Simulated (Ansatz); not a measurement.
Relaxation of a generated cell, Al built in the AFLOW prototype A_oP8_62_2c (A_c); 8 atoms in the cell, which starts as Pnma (No. 62), oP8; a = 6.5265 Å, b = 4.6262 Å, c = 4.7869 Å, α = β = γ = 90.00°. Calculation: r2SCAN (plane waves to 500 eV, PAW, scalar-relativistic; Ansatz, an electronic-structure program). Γ-centred k-mesh 5×7×7 on the run's cell (coarser than for final values), Fermi–Dirac smearing 0.05 eV. This is the first round of the run. 

The optimiser's lines from the output (shortened; P is positive under compression):

```
relax step   1: F+E_penalty+E_count = -4320.10615238 eV  Δ(F+E_penalty+E_count) = +0.000e0 eV  max|allowed force component| = 9.778e-1 eV/Å  Δτ_max = 0.0000 Å  P = +2.579 GPa  Ω = 144.529 Å³  (7 SCF iters, dr2 threshold 1.00e-7 eV, accepted)
relax step   2: F+E_penalty+E_count = -4321.17221069 eV  Δ(F+E_penalty+E_count) = -1.066e0 eV  max|allowed force component| = 6.201e-1 eV/Å  Δτ_max = 0.1949 Å  P = +0.612 GPa  Ω = 139.561 Å³  (6 SCF iters, dr2 threshold 8.00e-7 eV, accepted)
relax step   3: F+E_penalty+E_count = -4321.76983571 eV  Δ(F+E_penalty+E_count) = -5.976e-1 eV  max|allowed force component| = 3.681e-1 eV/Å  Δτ_max = 0.1962 Å  P = +1.719 GPa  Ω = 132.360 Å³  (5 SCF iters, dr2 threshold 8.00e-7 eV, accepted)
relax step   4: F+E_penalty+E_count = -4322.19282993 eV  Δ(F+E_penalty+E_count) = -4.230e-1 eV  max|allowed force component| = 3.632e-1 eV/Å  Δτ_max = 0.2000 Å  P = +0.355 GPa  Ω = 130.581 Å³  (5 SCF iters, dr2 threshold 8.00e-7 eV, accepted)
relax step   5: F+E_penalty+E_count = -4322.39176823 eV  Δ(F+E_penalty+E_count) = -1.989e-1 eV  max|allowed force component| = 3.966e-1 eV/Å  Δτ_max = 0.1954 Å  P = +0.131 GPa  Ω = 129.351 Å³  (5 SCF iters, dr2 threshold 8.00e-7 eV, accepted)
relax step   6: F+E_penalty+E_count = -4322.53976092 eV  Δ(F+E_penalty+E_count) = -1.480e-1 eV  max|allowed force component| = 6.394e-3 eV/Å  Δτ_max = 0.0807 Å  P = -0.209 GPa  Ω = 130.128 Å³  (5 SCF iters, dr2 threshold 8.00e-7 eV, accepted)
relax step   7: F+E_penalty+E_count = -4322.54560679 eV  Δ(F+E_penalty+E_count) = -5.846e-3 eV  max|allowed force component| = 1.512e-1 eV/Å  Δτ_max = 0.0345 Å  P = +1.978 GPa  Ω = 128.532 Å³  (5 SCF iters, dr2 threshold 8.00e-7 eV, accepted)
relax step   8: F+E_penalty+E_count = -4322.59138717 eV  Δ(F+E_penalty+E_count) = -4.578e-2 eV  max|allowed force component| = 1.240e-2 eV/Å  Δτ_max = 0.0307 Å  P = +0.105 GPa  Ω = 130.698 Å³  (5 SCF iters, dr2 threshold 8.00e-7 eV, accepted)
relax step   9: F+E_penalty+E_count = -4322.59163026 eV  Δ(F+E_penalty+E_count) = -2.431e-4 eV  max|allowed force component| = 2.864e-3 eV/Å  Δτ_max = 0.0047 Å  P = +0.000 GPa  Ω = 130.731 Å³  (3 SCF iters, dr2 threshold 3.30e-7 eV, accepted)
relax step  10: F+E_penalty+E_count = -4322.59185152 eV  Δ(F+E_penalty+E_count) = -2.213e-4 eV  max|allowed force component| = 1.862e-4 eV/Å  Δτ_max = 0.0008 Å  P = +0.032 GPa  Ω = 130.740 Å³  (3 SCF iters, dr2 threshold 1.25e-7 eV, accepted)
relax step  11: F+E_penalty+E_count = -4322.59185403 eV  Δ(F+E_penalty+E_count) = -2.506e-6 eV  max|allowed force component| = 5.383e-5 eV/Å  Δτ_max = 0.0000 Å  P = +0.017 GPa  Ω = 130.763 Å³  (3 SCF iters, dr2 threshold 3.53e-9 eV, accepted)
relax step  12: F+E_penalty+E_count = -4322.59146590 eV  Δ(F+E_penalty+E_count) = +3.881e-4 eV  max|allowed force component| = 5.386e-5 eV/Å  Δτ_max = 0.0000 Å  P = +0.013 GPa  Ω = 130.763 Å³  stress off target by 1.38e-2 GPa  SCF on the basis re-selected at this cell (its energy is not comparable with the rows above)  (5 SCF iters)
```

From the first to the last row the energy changes by -0.31 eV/atom and the volume by -9.5 %. The last row is marked as not comparable with the walk above it, whose basis was carried along; it does compare with step 1, since both stand on a basis selected at the nominal cutoff for their own cell.

Later rounds, restarted from the end of this one on a renewed k-mesh, logged 10 more steps and released under 0.01 eV/atom more. The final structure after all rounds: I4/mmm (No. 139), tI2, AFLOW prototype A_tI2_139_a (A_a); a = b = 3.409 Å, c = 2.807 Å, α = β = γ = 90.00°. Between re-selections the logged energies stand on a plane-wave basis carried along with the cell. No spin polarisation in the result.

The run could not lose the symmetry of its start, so the end can be a saddle point.

The relaxed structure here is a generated cell of Al: the first start was made by placing the elements on the sites of a structure type, and the end was not matched to a known phase here, so it may be hypothetical. Known forms of Al include space group No. 225.
